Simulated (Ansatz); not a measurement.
In$_{2}$O$_{3}$:
```yaml
crystal:
  lattice:
    - [-5.07908, 5.07908, 5.07908]
    - [5.07908, -5.07908, 5.07908]
    - [5.07908, 5.07908, -5.07908]
  atoms:
    - { symbol: In, position: [0.50000, 0.50000, 0.50000] }
    - { symbol: In, position: [0.50000, 0.00000, 0.00000] }
    - { symbol: In, position: [0.00000, 0.50000, 0.00000] }
    - { symbol: In, position: [0.00000, 0.00000, 0.50000] }
    - { symbol: In, position: [0.25000, 0.71607, 0.46607] }
    - { symbol: In, position: [0.75000, 0.78393, 0.03393] }
    - { symbol: In, position: [0.46607, 0.25000, 0.71607] }
    - { symbol: In, position: [0.03393, 0.75000, 0.78393] }
    - { symbol: In, position: [0.71607, 0.46607, 0.25000] }
    - { symbol: In, position: [0.78393, 0.03393, 0.75000] }
    - { symbol: In, position: [0.75000, 0.28393, 0.53393] }
    - { symbol: In, position: [0.25000, 0.21607, 0.96607] }
    - { symbol: In, position: [0.53393, 0.75000, 0.28393] }
    - { symbol: In, position: [0.96607, 0.25000, 0.21607] }
    - { symbol: In, position: [0.28393, 0.53393, 0.75000] }
    - { symbol: In, position: [0.21607, 0.96607, 0.25000] }
    - { symbol: O, position: [0.53679, 0.77229, 0.54477] }
    - { symbol: O, position: [0.72751, 0.99202, 0.95523] }
    - { symbol: O, position: [0.96321, 0.50798, 0.23550] }
    - { symbol: O, position: [0.77249, 0.72771, 0.26450] }
    - { symbol: O, position: [0.54477, 0.53679, 0.77229] }
    - { symbol: O, position: [0.95523, 0.72751, 0.99202] }
    - { symbol: O, position: [0.23550, 0.96321, 0.50798] }
    - { symbol: O, position: [0.26450, 0.77249, 0.72771] }
    - { symbol: O, position: [0.77229, 0.54477, 0.53679] }
    - { symbol: O, position: [0.99202, 0.95523, 0.72751] }
    - { symbol: O, position: [0.50798, 0.23550, 0.96321] }
    - { symbol: O, position: [0.72771, 0.26450, 0.77249] }
    - { symbol: O, position: [0.46321, 0.22771, 0.45523] }
    - { symbol: O, position: [0.27249, 0.00798, 0.04477] }
    - { symbol: O, position: [0.03679, 0.49202, 0.76450] }
    - { symbol: O, position: [0.22751, 0.27229, 0.73550] }
    - { symbol: O, position: [0.45523, 0.46321, 0.22771] }
    - { symbol: O, position: [0.04477, 0.27249, 0.00798] }
    - { symbol: O, position: [0.76450, 0.03679, 0.49202] }
    - { symbol: O, position: [0.73550, 0.22751, 0.27229] }
    - { symbol: O, position: [0.22771, 0.45523, 0.46321] }
    - { symbol: O, position: [0.00798, 0.04477, 0.27249] }
    - { symbol: O, position: [0.49202, 0.76450, 0.03679] }
    - { symbol: O, position: [0.27229, 0.73550, 0.22751] }
```

Relaxed with r²SCAN. Plane-wave PAW r²SCAN (Ansatz code) gives a gap of 1.65 eV.

Problem. What gap does HSE06 give on the same cell (Ansatz, PAW)?

Solution. 2.59 eV, 0.94 eV more. The hybrid was solved on a coarser mesh and at special points; the gap given is the minimum over both.

```tsv
k	v1 r²SCAN	c1 r²SCAN	v1 HSE06	c1 HSE06
Γ	0.00	1.65	0.00	2.59
H	-0.15	4.62	(withheld)	(withheld)
P	-0.10	4.33	(withheld)	(withheld)
N	-0.03	3.70	(withheld)	(withheld)
```

Problem. Top valence (v1) and lowest conduction level (c1) in eV from each method's valence maximum (which need not be a listed point): supply the withheld HSE06 values.

Solution. 
- H, v1 HSE06: -0.14
- H, c1 HSE06: 5.66
- P, v1 HSE06: -0.10
- P, c1 HSE06: 5.35
- N, v1 HSE06: -0.03
- N, c1 HSE06: 4.68

Cost on shared cores: the r²SCAN run (SCF on a 4×4×4 mesh, then bands and DOS) roughly 18 core-minutes, the HSE06 run (SCF on 3×3×3, then a few points) around 40 core-minutes (rough); the tasks are unlike.

Space group Ia-3 (bixbyite). The cell was relaxed with r²SCAN under the symmetry of its start. Spin–orbit coupling is left out wherever it is not named.

Potentials: the later of the program's two PAW sets.
